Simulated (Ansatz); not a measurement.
TaAl:
```xyz
2
Lattice="2.8219 0.0000 0.0000 0.0000 2.8219 0.0000 0.0000 0.0000 4.1590" Properties=species:S:1:pos:R:3 pbc="T T T"
Ta     0.0000     0.0000     0.0000
Al     1.4110     1.4110     2.0795
```

Relaxed with r²SCAN.

Question: Give the Bader charges and basin volumes of the independent atoms, DFT-r²SCAN in the program Ansatz with PAW potentials.

Answer: 

```
atom  Bader charge (e)  Bader volume (Å³)
----  ----------------  -----------------
Ta1              -0.32               20.0
Al2              +0.32               13.1
```

Space group P4/mmm (L1₀ or tetragonal B2). The start of the workflow was typed in or built on a structure type; neither database checked (COD, Materials Project) lists it. Whether it is the stable phase at ambient conditions was not checked. The r²SCAN relaxation kept the symmetry of its start; whether a distortion lowers the energy is not shown. No spin polarisation was allowed. Spin–orbit coupling is left out wherever it is not named.

Potentials: the later of the program's two PAW sets.
